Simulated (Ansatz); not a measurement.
**Relaxing an invented GeF5 structure**

All numbers below come from Ansatz, DFT PBE, scalar-relativistic, plane waves, PAW. Cutoff 420 eV, Gaussian smearing, Γ-centred meshes. Cell and atoms relax first on a coarse mesh and then on a finer one. In between, the cell is made exact in the group found at 0.06 Å. In metals the finer mesh still leaves noise of several meV/atom or more. The steps can't lower the symmetry of their start. No spin polarisation.

The cell of GeF5 is invented: random cell by space group and Wyckoff sites (P6/mmm, No. 191). The dimensions are guesses.

```yaml
crystal:
  lattice:
    - [4.40940, 0.00000, 0.00000]
    - [-2.20470, 3.81865, 0.00000]
    - [0.00000, 0.00000, 4.71955]
  atoms:
    - { symbol: Ge, position: [0.00000, 0.00000, 0.50000] }
    - { symbol: F, position: [0.50000, 0.00000, 0.00000] }
    - { symbol: F, position: [0.00000, 0.50000, 0.00000] }
    - { symbol: F, position: [0.50000, 0.50000, 0.00000] }
    - { symbol: F, position: [0.33333, 0.66667, 0.00000] }
    - { symbol: F, position: [0.66667, 0.33333, 0.00000] }
```

Energies over the elements count from the elements' standard structures at the same level (F₂ as a molecule), with no fitted energy shifts.

Question: Describe the relaxed structure.

Answer: The symmetry stays P6/mmm (No. 191). The volume per atom grows by 32.8 %, from 13.2 to 17.6 Å³. The shortest distance goes from 1.27 Å (F–F) to 1.84 Å (F–F). The ratio c/a of the conventional cell changes by a factor of 0.44. The energy falls by about 5.2 eV/atom (the start's value is from the coarse mesh). Conventional cell: a = 6.382 Å, c = 2.991 Å. Ge has 2 Ge at 2.99 Å; F on a site of symmetry mmm is surrounded by 2 F at 1.84 Å (long against covalent radii, as for large ions); around F on a site of symmetry -6m2 lie 3 F at 1.84 Å (long against covalent radii, as for large ions).

```cif
data_structure
_symmetry_space_group_name_H-M 'P 1'
_symmetry_Int_Tables_number 1
_cell_length_a 6.3820
_cell_length_b 6.3820
_cell_length_c 2.9915
_cell_angle_alpha 90.000
_cell_angle_beta 90.000
_cell_angle_gamma 120.000
_cell_volume 105.52
loop_
_atom_site_label
_atom_site_type_symbol
_atom_site_fract_x
_atom_site_fract_y
_atom_site_fract_z
_atom_site_occupancy
Ge1 Ge 0.00000 0.00000 0.50000 1
F1 F 0.50000 0.00000 0.00000 1
F2 F 0.00000 0.50000 0.00000 1
F3 F 0.50000 0.50000 0.00000 1
F4 F 0.33333 0.66667 0.00000 1
F5 F 0.66667 0.33333 0.00000 1
```

Question: How does it come out in energy, and is it a metal?

Answer: The energy over the elements is +0.16 eV/atom and the gap on the 6×6×12 mesh of the 6-atom cell is 0 eV (a metal).

It can't be a ground state, since the elements alone are lower.

The last run used Gaussian smearing of 0.10 eV. Weakly bound directions are ill-defined at this level, which has no dispersion term. An odd number of electrons in the primitive cell allows no gap without spin; a larger cell or a magnetic state could open one. A structure relaxed within its symmetry needn't be a true minimum. Another cell of GeF5 relaxed alike, in R-3m, lies 1.43 eV/atom lower, so this cell isn't the stable form at this level.
